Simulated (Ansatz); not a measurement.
LaInPt$_{4}$:
```xyz
6
Lattice="0.0000 3.8488 3.8488 3.8488 0.0000 3.8488 3.8488 3.8488 0.0000" Properties=species:S:1:pos:R:3 pbc="T T T"
La     0.0000     0.0000     0.0000
In     1.9244     1.9244     1.9244
Pt     2.8925     2.8925     4.8051
Pt     2.8925     4.8051     2.8925
Pt     4.8051     2.8925     2.8925
Pt     4.8051     4.8051     4.8051
```

This is the r²SCAN-relaxed structure.

Task: All from the program Ansatz at the r²SCAN level (PAW), unless another level is named. Give the density of states at the Fermi level.

Result: 0.49 states/eV per atom (mean over ±0.08 eV).

Task: Next, the formation energy from the elements (no fitted shifts)?

Result: -0.90 eV/atom.

Space group F-43m. The workflow started from a Materials Project entry (that database holds measured and hypothetical structures alike); the Crystallography Open Database copy checked does not list it. With La and In taken as one species the cell has the higher symmetry Fd-3m, so it may be an ordered model of a mixed-site phase. Whether it is the stable phase at ambient conditions was not checked. The r²SCAN relaxation kept the symmetry of its start; whether a distortion lowers the energy is not shown. The run is not spin-polarised. The references are the lowest solids computed at this level, not always the standard phases. Spin–orbit coupling is left out wherever it is not named.

Potentials: the later of the program's two PAW sets.
